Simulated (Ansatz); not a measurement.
CaO (zinc blende, space group No. 216), DFT-PBE in the program Ansatz with PAW potentials. The conduction-band minimum lies at Γ, with 1 equivalent valley. Second derivatives d²E/dk² of the lowest band at one valley (eV·Å²), along Cartesian directions:

```tsv
direction	d²E/dk²
[100]	17.87
[010]	17.87
[001]	17.87
[110]	17.87
[101]	17.87
[011]	17.87
```

Q: Find the principal effective masses, the density-of-states mass and the conductivity mass.

A: Off-diagonal terms follow from H_xy = H[110] − (H_xx + H_yy)/2, and m*/mₑ = 7.620 eV·Å² over each eigenvalue: 0.43, 0.43, 0.43. One valley's DOS mass (m₁m₂m₃)^(1/3) = 0.43, conductivity mass 3/(Σ 1/mᵢ) = 0.43 mₑ.

Q: What effective density of states Nc follows at 300 K for parabolic valleys?

A: Nc = 2.509e19 × 1 × (0.43)^(3/2) ≈ 7.1e18 cm⁻³.

Space group F-43m (zinc blende). The start of the workflow was typed in or built on a structure type; neither database checked (COD, Materials Project) lists it. It is not the phase usual at ambient conditions (space group No. 225). The cell was relaxed with PBE under the symmetry of its start; whether a distortion lowers the energy is not shown.

Potentials: the earlier of the program's two PAW sets.

Edges and masses are those of Kohn–Sham bands, whose gap is no quasiparticle gap.
